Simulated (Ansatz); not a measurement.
Relaxed-ion elastic tensor of Sr$_{2}$ZrTiO$_{6}$ in space group P4/mmm (No. 123; Pearson symbol tP10) in GPa (Voigt order), PBEsol (plane waves, PAW; program Ansatz); density 5.24 g/cm³, 12.99 Å³ per atom.

```csv
,1,2,3,4,5,6
1,342,85.7,85.0,0.0,0.0,0.0
2,85.7,342,85.0,0.0,0.0,0.0
3,85.0,85.0,347,0.0,0.0,0.0
4,0.0,0.0,0.0,87.8,0.0,0.0
5,0.0,0.0,0.0,0.0,87.8,0.0
6,0.0,0.0,0.0,0.0,0.0,88.9
```

Task: Is the crystal mechanically stable?

Result: Yes: the smallest eigenvalue of C is 87.8 GPa.

Task: Work out the Voigt, Reuss and Hill averages.

Result: K_V = 171, K_R = 171, K_H = 171; G_V = 105, G_R = 101, G_H = 103 GPa.

Task: Give Young's modulus, Poisson's ratio, Pugh's ratio and the universal anisotropy index.

Result: E = 9KG/(3K + G) = 257 GPa; ν = 0.25; K/G = 1.67 (near the Pugh limit of 1.75, no verdict); A_U = 5G_V/G_R + K_V/K_R − 6 = 0.18.

Task: Estimate the sound speeds and the Debye temperature.

Result: v_l = √((K + 4G/3)/ρ) = 7670 m/s, v_t = √(G/ρ) = 4430 m/s, mean 4920 m/s; Θ = (h/k)(3n/4πV)^(1/3) v_m = 622 K.

Task: How much does each axis shrink under pressure?

Result: Linear compressibilities β_i = Σ_j S_ij (j = 1 to 3): x 2.0, y 2.0, z 1.9 per TPa.

The start of the workflow was typed in or built on a structure type; neither database checked (COD, Materials Project) lists it. Its standing as an ambient phase is unchecked. The cell was relaxed with PBEsol under the symmetry of its start. At this level the phase is dynamically unstable (imaginary phonons). The workflow began spin-polarised and lost its moments.

Potentials: the earlier of the program's two PAW sets. The files were generated under PBE; for other functionals the program regenerates the frozen cores, and for LDA and PBEsol the local potential too.
